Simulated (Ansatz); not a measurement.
Consider the following.

Ti₂BiN:
```
CELL_PARAMETERS angstrom
      3.26643     0.00000     0.00000
     -1.63321     2.82881     0.00000
      0.00000     0.00000    12.99079
ATOMIC_POSITIONS crystal
  Ti 0.33333 0.66667 0.57371
  Ti 0.66667 0.33333 0.42629
  Ti 0.66667 0.33333 0.07371
  Ti 0.33333 0.66667 0.92629
  Bi 0.33333 0.66667 0.25000
  Bi 0.66667 0.33333 0.75000
  N  0.00000 0.00000 0.00000
  N  0.00000 0.00000 0.50000
```

This is the PBEsol-relaxed structure. Cartesian axes are those of the cell as given.

Question: All from DFT-PBEsol in the program Ansatz with PAW potentials, unless another level is named. Give the Young's modulus.

Answer: 164 GPa.

Question: Give the elastic constants (relaxed ions, GPa).

Answer: C11 = 244, C12 = 138, C13 = 74.0, C33 = 205, C44 = 65.6.

Space group P6_3/mmc. The start of the workflow was typed in or built on a structure type; neither database checked (COD, Materials Project) lists it. Its standing as an ambient phase is unchecked. The PBEsol relaxation kept the symmetry of its start; its stability against distortions is not shown here. The workflow began spin-polarised and lost its moments. As this level gives no gap, shear constants depend on the k-mesh and smearing (Fermi–Dirac, 0.1 eV here). On the denser mesh and wider smearing of the elastic run this cell carries a stress of 0.6 GPa. Spin–orbit coupling is left out wherever it is not named.

Potentials: the later of the program's two PAW sets.
